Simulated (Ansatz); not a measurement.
Computed with Ansatz 0.2.0, DFT PBE, scalar-relativistic, plane waves, PAW. The final run on the 6-atom cell used 420 eV, a Γ-centred 10×10×6 mesh, 0.10 eV smearing and collinear spin.

Formation energies are uncorrected and refer to the elements' standard structures at the same level.

Question: Propose a candidate for a tetragonal metal made of S, W and Zr, with a formation energy near −0.60 eV/atom, a density near 5.88 g/cm³ and a net moment near 0.3 μB per atom, in a cell of 6 atoms.

Answer: ZrWS4, space group P4/mmm (No. 123). Zr has 8 S at 2.69 Å; W has 8 S at 2.60 Å; S is surrounded by 2 W at 2.60 Å, 2 Zr at 2.69 Å, 5 S at 2.91–3.05 Å and 1 S at 3.22 Å.

```cif
data_structure
_symmetry_space_group_name_H-M 'P4/mmm'
_symmetry_Int_Tables_number 123
_cell_length_a 4.3100
_cell_length_b 4.3100
_cell_length_c 6.1308
_cell_angle_alpha 90.000
_cell_angle_beta 90.000
_cell_angle_gamma 90.000
_cell_volume 113.88
loop_
_atom_site_label
_atom_site_type_symbol
_atom_site_symmetry_multiplicity
_atom_site_Wyckoff_symbol
_atom_site_fract_x
_atom_site_fract_y
_atom_site_fract_z
_atom_site_occupancy
Zr1 Zr 1 d 0.50000 0.50000 0.50000 1
W1 W 1 a 0.00000 0.00000 0.00000 1
S1 S 4 i 0.50000 0.00000 0.23719 1
```

The volume per atom is 18.98 Å³, the density is 5.88 g/cm³ and the formation energy is −0.60 eV/atom. The gap on the 10×10×6 mesh of the 6-atom cell is 0 eV (a metal) and the net moment per atom is 0.32 μB. The moment by site is W 1.2 μB.

The cell was found from a structure generator's guess, not taken from experiment. The answer needn't be unique; the calculation gave this one.

These runs have no spin–orbit coupling, which can matter for W. The reference form of S is held partly by dispersion forces, which this level lacks. The magnetic state reached may not be the lowest. Symmetry constrained the relaxation, so the result can be a saddle point. Site moments count only spheres around the atoms; the net moment includes the space between them.
